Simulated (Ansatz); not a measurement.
Here is the system:

AlPt (rock salt, space group No. 225), a = b = c = 5.0813 Å, α = β = γ = 90.00°; the cell used has 2 atoms.

This is the PBEsol-relaxed structure.

### Question
All from DFT-PBEsol in the program Ansatz with PAW potentials, unless another level is named. Give the highest zone-centre frequency.

### Answer
27.6 meV.

### Question
And the bulk modulus (Birch–Murnaghan fit)?

### Answer
148 GPa.

Space group Fm-3m (rock salt). The start of the workflow was typed in or built on a structure type; neither database checked (COD, Materials Project) lists it. Whether it is the stable phase at ambient conditions was not checked. The cell was relaxed with PBEsol under the symmetry of its start; whether a distortion lowers the energy is not shown. No spin polarisation was allowed. Scalar-relativistic: spin–orbit coupling is off unless named, which matters more the heavier the elements.

Potentials: the later of the program's two PAW sets.
